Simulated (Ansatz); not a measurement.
As₂Pt (Pa-3), relaxed with LDA (Ansatz, an electronic-structure program, plane waves, PAW): a = 5.9433 Å, b = 5.9433 Å, c = 5.9433 Å, α = 90.00°, β = 90.00°, γ = 90.00°.

- gap (eV): 0.25
- ΔH_f (eV/atom): -0.57
- B₀ by P(V) fit (GPa): 164
- K_Hill (GPa): 164
- G_Hill (GPa): 96.9
- highest Γ mode, no LO–TO term (cm⁻¹): 284
- Θ_D (K): 380

Problem. The same phase is relaxed and computed with PBEsol in the same code. What are the cell and these values now?

Solution. a = b = c = 5.980 Å, α = β = γ = 90.00°.

- gap (eV): 0.21
- ΔH_f (eV/atom): -0.55
- B₀ by P(V) fit (GPa): 155
- K_Hill (GPa): 156
- G_Hill (GPa): 92.5
- highest Γ mode, no LO–TO term (cm⁻¹): 280
- Θ_D (K): 372

All cells were relaxed under the symmetry of their starts (and spin orders); stability against distortions was not tested throughout. Rows with no word on spin ran without spin polarisation. Scalar-relativistic: spin–orbit coupling is off unless named, which matters more the heavier the elements.

Potentials: the later of the program's two PAW sets.

Ansatz is a plane-wave DFT program.

Formation energies count from the lowest solids of the elements computed at the same level, not from gases.
